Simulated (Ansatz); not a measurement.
Input deck for Ansatz 0.2.0, then the block of the output on the nuclei.

The start is a COD entry.

```yaml
crystal:
  lattice:
    - [3.18, 0.0, 0.0]
    - [-1.59, 2.753960784, 0.0]
    - [0.0, 0.0, 5.166]
  atoms:
    - { symbol: Ga, position: [0.3333333333, 0.6666666667, 0.0] }
    - { symbol: Ga, position: [0.6666666667, 0.3333333333, 0.5] }
    - { symbol: "N", position: [0.3333333333, 0.6666666667, 0.375] }
    - { symbol: "N", position: [0.6666666667, 0.3333333333, 0.875] }
kpoints:
  mp_grid: { grid: [10, 10, 6] }
scf:
  occupations: { method: fermi_dirac, width: 0.02 }
hamiltonian:
  xc: pbe
  pseudopotentials: { kind: paw, frozen_core: stored }
output:
  forces: true
  stress: true
  populations: true
  efg: { quadrupole_moments_barn: { Ga: 0.107, "N": 0.02044 } }
relax:
  f_tol: 0.02
  max_steps: 60
```

```sh
ansatz run input.yaml --threads 1 --pin off --max-ram 3072MiB --backend cpu --events-out ev --progress --plain --runs-dir out
```

The run relaxes the ions first, and the block belongs to the relaxed positions.

Of the output, the block on the nuclei alone is shown; the set-up, the SCF iterations, energies, forces and stress are cut. One atom of each set with nearly equal values is shown.

```
--- PAW observables at the nuclei: V_zz in 10²¹ V/m², potentials from the cell's mean, atoms counted from 1 ---
  atom   1  Ga V_zz =    +0.400621   η = 0.0000   by run symmetry: allowed   C_q = +1.0365 MHz
            electrostatic potential = -4134.786944 V   contact ρ = none
  atom   3  N  V_zz =    +0.024792   η = 0.0000   by run symmetry: allowed   C_q = +0.0123 MHz
            electrostatic potential = -518.230151 V   contact ρ = none
```

The relaxation (4 steps) took 8.4 s of wall time (8.3 s of CPU time) and 0.43 GiB at its peak, on 1 thread of Intel Xeon 6975P-C (Granite Rapids) (x86_64; 16 cores open to the job, memory cap 3.0 GiB, no GPU), a shared host with a load of 0.3 a core.

At this cell the PBE pressure is 7 GPa, so with PBE the cell would grow if it were relaxed.
